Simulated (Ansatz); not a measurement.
A geometry of CsPbBr$_{3}$ away from equilibrium: step 2 of the relaxation of a relaxed CsPbBr3 cell, doubled along one cell vector, shaken by Gaussian noise of σ = 0.08 Å a coordinate. Calculation: PBEsol (plane waves to 420 eV, PAW, scalar-relativistic; Ansatz, a quantum-chemistry and plane-wave program). Γ-centred k-mesh 2×4×4 on the run's cell (coarser than for final values), Fermi–Dirac smearing 0.05 eV.

```
CsPbBr3
1.0
   11.73721    -0.00474    -0.00039
   -0.00237     5.91064     0.00107
   -0.00021     0.00115     6.22876
Br Cs Pb
6 2 2
Direct
  0.99594   0.50677   0.99003
  0.49826   0.53301   0.98571
  0.24712   0.99861   0.03027
  0.74930   0.00037   0.99287
  0.23382   0.49684   0.99898
  0.75646   0.50249   0.98902
  0.25721   0.50367   0.49750
  0.74386   0.51156   0.48793
  0.99831   0.00283   0.50687
  0.50251   0.00134   0.50309
```
Spin-polarised start, with parallel moments on Pb.

**Question.** What forces act on the atoms (eV/Å)?

**Answer.** 
```
atom     Fx     Fy     Fz
----  -----  -----  -----
Br1   -0.16  -0.03  -0.03
Br2    0.00   0.09  -0.10
Br3   -0.04  -0.03   0.16
Br4    0.02   0.08  -0.08
Br5   -0.38   0.02  -0.01
Br6    0.47  -0.09  -0.04
Cs7    0.16   0.03   0.01
Cs8   -0.08   0.02   0.03
Pb9    0.01   0.00   0.01
Pb10   0.01  -0.11   0.05
```

**Question.** What is the pressure?

**Answer.** +0.2 GPa, compression positive.

**Question.** How far above the relaxed end point is this geometry?

**Answer.** 1.18 eV/atom; the path ends in Cc (No. 9).

No spin polarisation in the result: the starting moments vanished.

The end of the path is a generated cell of CsPbBr3: the first start was made by a random draw of sites in a space group, and the end was not matched to a known phase here, so it may be hypothetical. Known forms of CsPbBr3 include space group No. 62, 221.
